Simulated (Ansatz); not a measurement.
Values for one crystal, relaxed and computed with r²SCAN in the plane-wave PAW code Ansatz; other levels are named.

* **Volume per atom**: 12.75 Å³
* **Band gap**: 2.18 eV (indirect)
* **Zone-centre stability**: unstable, softest mode 226i cm⁻¹
* **Electron effective mass, band 1 of 3 at the edge**: 8.1 along [100], 0.97 along [110], 0.75 along [111] (mₑ)
* **Valence-band maximum**: at R
* **Dynamical stability on the path**: unstable, down to 227i cm⁻¹
* **Hill bulk and shear moduli**: 181 and 119 GPa

Which compound is it?
A) BaTiO3, cubic perovskite
B) TiO2, Pbcn (Ti on 4c, O on 8d)
C) MgO, rock salt
D) CdTe, wurtzite

A, BaTiO3, cubic perovskite

Space group Pm-3m (cubic perovskite). This is a known high-temperature phase of the composition, computed here at zero pressure and temperature. Symmetry was held in the r²SCAN relaxation. The run is not spin-polarised. Spin–orbit coupling is left out wherever it is not named.

Potentials: the earlier of the program's two PAW sets.
